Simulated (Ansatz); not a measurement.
FeCo3:
Space group P4/mmm (No. 123); a = 2.4724 Å, b = 2.4724 Å, c = 7.2511 Å, α = 90.00°, β = 90.00°, γ = 90.00°

```csv
atom,site,symmetry,x,y,z
Fe,1a,4/mmm,0.0000,0.0000,0.0000
Co,2h,4mm,0.5000,0.5000,0.2609
Co,1b,4/mmm,0.0000,0.0000,0.5000
```
The run is spin-polarised.

Relaxed at zero pressure with r²SCAN in the plane-wave PAW code Ansatz.

The volume is lowered by 6 % and shape and atoms relax at that volume. What pressure results, and how do the axes share the change?

14.9 GPa; a -1.9 %, b -1.9 %, c -2.4 %; the energy rises by 29 meV/atom.

Give the new structure.


Space group P4/mmm (No. 123); a = 2.426 Å, b = 2.426 Å, c = 7.078 Å, α = 90.00°, β = 90.00°, γ = 90.00°

| atom | site | symmetry | x | y | z |
|---|---|---|---|---|---|
| Fe | 1a | 4/mmm | 0.0000 | 0.0000 | 0.0000 |
| Co | 2h | 4mm | 0.5000 | 0.5000 | 0.2596 |
| Co | 1b | 4/mmm | 0.0000 | 0.0000 | 0.5000 |

The phase is kept; no other phase was compared at this pressure.

The workflow started from a Materials Project entry (that database holds measured and hypothetical structures alike); the Crystallography Open Database copy checked does not list it. Whether it is the stable phase at ambient conditions was not checked. The cell was relaxed with r²SCAN under the symmetry of its start; its stability against distortions is not shown here. Magnetic state: ferromagnetic, chosen from 4 collinear starts compared on coarse meshes (ties went to the first, and starts can fall back to one state), not a proven ground state. Other orbital occupations within this spin state were not tried. Axis ratios of metals converge slowly with the k-mesh, so a and c are less sure than the volume.

Potentials: the later of the program's two PAW sets.
